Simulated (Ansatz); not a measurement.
Mg₂Si (antifluorite type, space group Fm-3m)

```yaml
crystal:
  lattice:
    - [0.00000, 3.16274, 3.16274]
    - [3.16274, 0.00000, 3.16274]
    - [3.16274, 3.16274, 0.00000]
  atoms:
    - { symbol: Si, position: [0.00000, 0.00000, 0.00000] }
    - { symbol: Mg, position: [0.25000, 0.25000, 0.25000] }
    - { symbol: Mg, position: [0.75000, 0.75000, 0.75000] }
```

The slice is a {110} plane (indices of the conventional cell) through the point (0.250, 0.250, 0.250) (fractional), spanned by u = [100] and v = [1 -1 -1] in vectors of this cell: u (4.47 Å) and v (6.33 Å, at 90° to u). It covers one period; positions are fractions (u, v).

Level of theory: PBEsol (plane waves to 420 eV, PAW, scalar-relativistic; Ansatz, a first-principles code). k mesh 13×13×13. These are valence fields of a PAW run, semicore shells included where kept as valence: close to a nucleus they are smooth pseudo fields. Mg2Si was relaxed with its symmetry unable to fall. The PAW data are Ansatz's earlier set.

Problem. What is the valence density on the shortest Si–Mg line in this plane (2.74 Å), at its minimum between the atoms?

Solution. 0.17 e/Å³.

Problem. The ELF has a maximum in the middle third of the Si–Mg line. Where, and how high?

Solution. 0.83, 1.2 Å from Si.

Problem. Sketch the electron localisation function (ELF) on this plane as a map.

Solution. 
```
|xxx-  .-=++++++=-.  -xx|
|xx=:  .:--------:.  :=x|
|--:   ............   :-|
|      ...      ...     |
|    ...          ...   |
|..:::..          ..:::.|
|----:..          ..:---|
|==--:..          ..:--=|
|----:..          ..:---|
|..:::..          ..:::.|
|    ...          ...   |
|      ...      ...     |
|--:   ............   :-|
|xx=:  .:--------:.  :=x|
|xxx-  .-=++++++=-.  -xx|
|xxx-. :+*######*+: .-xx|
|xxx-  =#%%%%%%%%#=  -xx|
|xx=. .*%@@@@@@@@%*. .=x|
|--.  =%@@@@@@@@@@%=  .-|
|    -#@@@@%%%%@@@@#-   |
|  .-#@@@@%#**#%@@@@#-. |
|.:=*%@@@%*xxxx*%@@@%*=:|
|-=+#%@@@#+xxxx+#@@@%#+=|
|==*#@@@@#xxxxxx#@@@@#*=|
|-=+#%@@@#+xxxx+#@@@%#+=|
|.:=*%@@@%*xxxx*%@@@%*=:|
|  .-#@@@@%#**#%@@@@#-. |
|    -#@@@@%%%%@@@@#-   |
|--.  =%@@@@@@@@@@%=  .-|
|xx=. .*%@@@@@@@@%*. .=x|
|xxx-  =#%%%%%%%%#=  -xx|
|xxx-. :+*######*+: .-xx|
```
Scale: ten equal steps from 0.02 (start of ' ') to 0.83 (end of '@'), in the order ' .:-=+*#%@'. Values: electron localisation function (ELF). The map has 23 points along u (one character each, u = 0 at the left) and 32 along v (v = 0 in the bottom row). Points within 0.5 Å of a nucleus are blanked (x), as the pseudised field means little there.
